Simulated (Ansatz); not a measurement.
# K4InP2: settings compared (Ansatz)

The command:

```bash
ansatz run input.yaml --threads 1 --pin off --max-ram 2560MiB --backend cpu --events-out ev --progress --plain --runs-dir out
```

input.yaml:

```yaml
crystal:
  lattice:
    - [2.833797, 4.90828, 0.0]
    - [-2.833797, 4.90828, 0.0]
    - [0.0, -3.272183, 8.986929]
  atoms:
    - { symbol: K, position: [0.3891, 0.3891, 0.1673] }
    - { symbol: K, position: [0.6109, 0.6109, 0.8327] }
    - { symbol: In, position: [0.0, 0.0, 0.0] }
    - { symbol: P, position: [0.0883, 0.0883, 0.2649] }
    - { symbol: P, position: [0.9117, 0.9117, 0.7351] }
    - { symbol: K, position: [0.208, 0.208, 0.624] }
    - { symbol: K, position: [0.792, 0.792, 0.376] }
  symmetry: { tolerance: 0.0003 }
kpoints:
  mp_grid: { grid: [4, 4, 4], shift: [0, 0, 0] }
magnetization:
  spin_polarized: false
scf:
  occupations: { method: gaussian, width: 0.0139 }
hamiltonian:
  pseudopotentials: { kind: paw }
  xc: pbesol
basis:
  ecutwfc: 420
output:
  forces: true
  stress: true
  eigenvalues: true
relax:
  max_steps: 40
  cell: {}
```

Origin of the cell: a known structure type with other elements, at an estimated volume, so it need not be a known compound.

Output of this run (shortened):

```
Warning: crystal.lattice misses the space group found at crystal.symmetry.tolerance 3.0e-4 in a digit that the deck types, which is why this is a warning: making the lattice exact moves one o […]
Pseudopotentials: kind: paw
Pseudopotential: K, paw, valence charge 9, recommended cutoff 420 eV (normal), K.paw.azcp
Pseudopotential: In, paw, valence charge 13, recommended cutoff 420 eV (normal), In.paw.azcp
Pseudopotential: P, paw, valence charge 5, recommended cutoff 420 eV (normal), P.paw.azcp
Functional definition: PBEsol
  exchange = pbesol_x
  correlation = pbesol_c
Crystal: 7 atoms, lattice volume = 250.000 Å³
Basis set: ecut = 420 eV, 4885 PW (Γ), exchange–correlation on 80×80×128 points (8 copies of the dense FFT grid, shifted against one another)
Bands: 37, of which v1, the nominal top of the filled ones, is band 30 counted from 1 (29 counted from 0)
Symmetry: 12 space group operations
Space group: R-3m (ITA 166), of the structure as read, at distance tolerance 1.9e-3 Å
k-points: 13 of 64
[… 9 lines left out …]
Initial density: superposition of atomic densities (neutral atoms: chi_scale 0, normalization atom), corrected by the library's trained network
Functional: x = pbesol(κ = 0.804, μ = 0.123457), c = pbesol(β = 0.046)
SCF iter   1: F=—  HF=-13071.236827 eV  Δρ=5.30e-3  dr2=2.43e-1
SCF iter   2: F=—  HF=-13071.191665 eV  Δρ=3.63e-3  dr2=1.05e-1  defer=32
SCF iter   3: F=—  HF=-13071.196847 eV  Δρ=2.80e-3  dr2=6.57e-2  defer=32
SCF iter   4: F=—  HF=-13071.186747 eV  Δρ=1.13e-3  dr2=1.52e-2  defer=32
SCF iter   5: F=—  HF=-13071.186441 eV  Δρ=4.83e-4  dr2=2.25e-3  defer=32
[… 3 lines left out …]
SCF iter   9: F=—  HF=-13071.186562 eV  Δρ=3.06e-5  dr2=2.84e-6  defer=32
SCF iter  10: F=—  HF=-13071.186563 eV  Δρ=1.04e-5  dr2=7.15e-7  defer=32
SCF iter  11: F=—  HF=-13071.186563 eV  Δρ=6.50e-6  dr2=3.74e-7  defer=32
SCF iter  12: F=—  HF=-13071.186563 eV  Δρ=5.13e-6  dr2=2.15e-7  defer=32
SCF iter  13: F=-13071.186563 eV  HF=-13071.186563 eV  Δρ=3.23e-6  dr2=8.19e-8
relax step   1: F+E_penalty+E_count = -13071.186563 eV  Δ(F+E_penalty+E_count) = +0.000e0 eV  max|allowed force component| = 3.163e-1 eV/Å  Δτ_max = 0.0000 Å  P = +0.445 GPa  Ω = 250.000 Å³ […]
relax step   2: F+E_penalty+E_count = -13071.224011 eV  Δ(F+E_penalty+E_count) = -3.745e-2 eV  max|allowed force component| = 8.644e-2 eV/Å  Δτ_max = 0.0974 Å  P = +0.134 GPa  Ω = 252.329 Å³ […]
relax step   3: F+E_penalty+E_count = -13071.235614 eV  Δ(F+E_penalty+E_count) = -1.160e-2 eV  max|allowed force component| = 2.911e-2 eV/Å  Δτ_max = 0.0994 Å  P = -0.035 GPa  Ω = 254.696 Å³ […]
relax step   4: F+E_penalty+E_count = -13071.236365 eV  Δ(F+E_penalty+E_count) = -7.506e-4 eV  max|allowed force component| = 4.909e-3 eV/Å  Δτ_max = 0.0206 Å  P = -0.018 GPa  Ω = 254.397 Å³ […]
relax step   5: F+E_penalty+E_count = -13071.236640 eV  Δ(F+E_penalty+E_count) = -2.752e-4 eV  max|allowed force component| = 4.997e-3 eV/Å  Δτ_max = 0.0000 Å  P = -0.017 GPa  Ω = 254.397 Å³  stress off target by 3.41e-2 GPa […]
SCF 5 converged in 8 iterations: F = -13071.236640 eV  dr2 = 1.04e-11
basis re-selected at this cell: Δ(F+E_penalty+E_count) = -2.752e-4 eV, ΔP = +0.001 GPa vs the last step (what re-selecting the basis moved, of the pressure what is left beyond the Pulay corre […]
SCF converged after 8 iterations
Free energy (F): -13071.236640 eV
Harris-Foulkes:  -13071.236640 eV  (|F-HF|=1.82e-12)
Internal energy: -13071.235714 eV  (E = F + TS)
E sigma→0 (E₀):  -13071.236177 eV
Entropy (-TS):   -0.000926 eV (-0.132 meV/atom)
Fermi energy:    4.873932 eV
--- Per-component energies (eV) ---
  E_band       = -554.959327
  E_kinetic    = 1393.944067
  E_local      = -4308.366207  (includes V_loc(G=0)·N_el)
  E_nonlocal   = 490.453319
  E_hartree    = 1587.590418
  E_xc         = -866.821650
  E_vxc        = -872.509260  (∫ρ·V_xc dr)
  E_paw        = -8238.131493  (= ΣΔE_a)
  E_vpaw       = -433.662062  (= ΣTr[D̂ρ^β])
  E_aug_tail   = 0.000018  (compensation charges beyond the density's cutoff)
  E_ewald      = -3130.663821
  E_core_change = 0.759635  (= ΣΔE_core)
  E_smearing   = -0.000926  (= −TS)
  Σ components = -13071.236640   (vs F -13071.236640, Δ=0.00e0)
--- Forces (eV/Å), atoms counted from 1 ---
  atom   1  K     -0.000000     0.000000     0.002552
  atom   2  K     -0.000000    -0.000000    -0.002552
  atom   3  In    -0.000000     0.000000     0.000000
  atom   4  P      0.000000    -0.000000    -0.004997
  atom   5  P     -0.000000     0.000000     0.004997
  atom   6  K      0.000000     0.000000     0.003887
  atom   7  K     -0.000000    -0.000000    -0.003887
  max |Σ_I F_I| component: 2.54e-17 eV/Å
--- Stress (GPa, compression-positive) ---
       -0.007998      -0.000000      -0.000000
       -0.000000      -0.007998      -0.000000
       -0.000000      -0.000000      -0.034088
  P = ⅓ Tr σ = -0.0167 GPa (-0.167 kbar)
--- Relaxed structure (4 steps of the walk, 4 accepted, 1 SCFs on fresh bases) ---
  F+E_penalty+E_count = -13071.236640 eV   max|allowed force component| = 4.997e-3 eV/Å   (the final SCF, on the basis selected at the relaxed cell)
  cell:  # Å, volume = 254.3970 Å³
    - [2.848614, 4.933944, -1.006e-6]
    - [-2.848614, 4.933944, -1.006e-6]
    - [0.0, -3.289294, 9.050117]
  atoms:
    - { symbol: K, position: [0.396387, 0.396387, 0.189161] }
    - { symbol: K, position: [0.603613, 0.603613, 0.810839] }
    - { symbol: In, position: [0.0, 0.0, 0.0] }
    - { symbol: P, position: [0.089235, 0.089235, 0.267705] }
    - { symbol: P, position: [0.910765, 0.910765, 0.732295] }
    - { symbol: K, position: [0.209654, 0.209654, 0.628962] }
    - { symbol: K, position: [0.790346, 0.790346, 0.371038] }
```

The same input was run again with these changes:

1. `hamiltonian.dispersion` default → d3bjatm
2. `scf.initial_density.chi_scale` default → 0.0; `accuracy` default → medium
3. `scf.initial_density.chi_scale` default → 0.1
4. `kpoints.mp_grid.grid` [4, 4, 4] → [3, 3, 3]

| run | end | SCF iterations | volume (Å³/atom) | max force component (eV/Å) | moment (μB) | ΔE(σ→0) (meV/atom) |
| --- | --- | --- | --- | --- | --- | --- |
| base | converged | 46 | 36.34 | 0.005 | – | 0 |
| 1 | converged | 71 | 33.55 | 0.001 | – | – |
| 2 | converged | 40 | 36.34 | 0.005 | – | 0.00 |
| 3 | converged | 42 | 36.34 | 0.005 | – | 0.00 |
| 4 | converged | 71 | 35.66 | 0.002 | – | 5.78 |

Energies are compared only where functional, datasets, charge and starting cell are the same.

Not properties of the system: run 4 (too coarse or loose: `kpoints.mp_grid.grid` = [3, 3, 3]).

Caveats of the base run: no moments, though an odd count or open d shells may carry them; the k mesh is coarse if the cell is a metal; the relaxation held the start's symmetry, so the end may be a saddle point.

The base run ran for 59 s on 1 thread of Arm Neoverse V1, on a shared host, peak memory 0.5 GiB, from the program's own first density.
